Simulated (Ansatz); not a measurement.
**SbI2 single point**

The input, for Ansatz 0.2.0 (plane waves, PAW):

```yaml
crystal:
  lattice:
    - [4.584336, 0.0, 0.0]
    - [-2.292168, 3.970155, 0.0]
    - [0.0, 0.0, 7.021934]
  atoms:
    - { symbol: Sb, position: [0.0, 0.0, 0.0] }
    - { symbol: I, position: [0.33333, 0.66667, 0.265] }
    - { symbol: I, position: [0.66667, 0.33333, 0.735] }
  symmetry: { tolerance: 0.0003 }
kpoints:
  mp_grid: { grid: [9, 9, 5], shift: [0, 0, 0] }
  band_path:
    path:
      - [0.0, 0.0, 0.0]
      - [0.5, 0.0, 0.0]
      - [0.33333333, 0.33333333, 0.0]
      - [0.0, 0.0, 0.0]
      - [0.0, 0.0, 0.5]
      - [0.5, 0.0, 0.5]
      - [0.33333333, 0.33333333, 0.5]
      - [0.0, 0.0, 0.5]
      - [0.5, 0.0, 0.5]
      - [0.5, 0.0, 0.0]
      - [0.33333333, 0.33333333, 0.5]
    npoints: 6
magnetization:
  spin_polarized: false
scf:
  occupations: { method: fermi_dirac }
  lower_state_search: "off"
  max_iter: 200
hamiltonian:
  pseudopotentials: { kind: paw }
  xc: pbe
basis:
  ecutwfc: 420
  fft_grid_basis: typed
output:
  forces: true
  stress: true
  eigenvalues: true
  bader: true
  populations: true
  elf: true
  write_potential: true
  volumetric_format: npy
  dos:
    e_range: [-12, 8]
    de: 0.05
    projected: { site_lists: { I: [I], Sb: [Sb] } }
checkpoint:
  read: saved_state
```

The run starts from an earlier solution of this cell. 

Parts of the output:

```
SCF iter   1: F=—  Δρ=5.74e-4  dr2=1.11e-3
SCF iter   2: F=—  Δρ=5.29e-4  dr2=4.21e-4
SCF iter   3: F=—  Δρ=1.54e-4  dr2=8.32e-5
SCF iter   4: F=—  Δρ=5.55e-5  dr2=1.55e-5
SCF iter   5: F=—  Δρ=1.37e-5  dr2=4.23e-7
SCF iter   6: F=-21510.2639 eV  Δρ=3.62e-6  dr2=2.18e-8
Free energy (F): -21510.2639 eV
Harris-Foulkes:  -21510.2639 eV  (|F-HF|=1.34e-8)
Internal energy: -21510.1545 eV  (E = F + TS)
E sigma→0 (E₀):  -21510.2092 eV
Entropy (-TS):   -0.1094 eV (-36.459 meV/atom)
Fermi energy:    6.5880 eV
--- Forces (eV/Å), atoms counted from 1 ---
  atom   1  Sb     0.0000     0.0000     0.0000
  atom   2  I      0.0000     0.0000    -0.4739
  atom   3  I      0.0000     0.0000     0.4739
--- Stress (GPa, compression-positive) ---
        0.2269       0.0000       0.0000
        0.0000       0.2269       0.0000
        0.0000       0.0000      -1.8834
  P = ⅓ Tr σ = -0.4765 GPa (-4.765 kbar)
--- Löwdin populations: 3 sites ---
  site symbol       q [e]
     0     Sb     14.7362
     1      I     17.0835
     2      I     17.0835
  spilling = 0.0020 (of n_electrons = 49.0000)
--- Bader charges: 3 sites ---
  site symbol  charge [e]  shift [e]
     0     Sb      0.6423     0.0000
     1      I     -0.3211     0.0000
     2      I     -0.3211     0.0000
```

Origin: a known structure type with other elements, at an estimated volume, so it need not be a known compound. Caveats: odd electron count without spin polarisation, so a magnetic state may lie lower.
